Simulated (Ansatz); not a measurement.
Zone-centre modes in TiO

Level of theory: DFT PBEsol, scalar-relativistic, plane waves, PAW (Ansatz). The runs took a 420 eV cutoff, a Γ-centred 12×12×16 mesh and Gaussian smearing (0.15 eV). No spin polarisation.

Zero of the scan (relaxed at this level; this form isn't the usual structure):

```yaml
crystal:
  lattice:
    - [4.95844, 0.00000, 0.00000]
    - [-2.47922, 4.29413, 0.00000]
    - [0.00000, 0.00000, 2.83597]
  atoms:
    - { symbol: Ti, position: [0.66667, 0.33333, 0.50000] }
    - { symbol: Ti, position: [0.33333, 0.66667, 0.50000] }
    - { symbol: Ti, position: [0.00000, 0.00000, 0.00000] }
    - { symbol: O, position: [0.60529, 0.60529, 0.00000] }
    - { symbol: O, position: [0.39471, 0.00000, 0.00000] }
    - { symbol: O, position: [0.00000, 0.39471, 0.00000] }
```

Harmonic modes by finite displacements of 0.02 Å, without the LO–TO term.

Problem. At this geometry, is the structure stable against these modes?

Solution. Yes: no mode is imaginary beyond 10 cm⁻¹, and only the three translations lie near zero.

Problem. List the wavenumbers in cm⁻¹.

Solution. 0, 0, 0, 253, 293, 293, 343, 365, 365, 465, 465, 494, 494, 510, 572, 578, 590, 590.

Cost: 1 run of about 15 core-minutes, on Arm Neoverse V2 (shared hosts).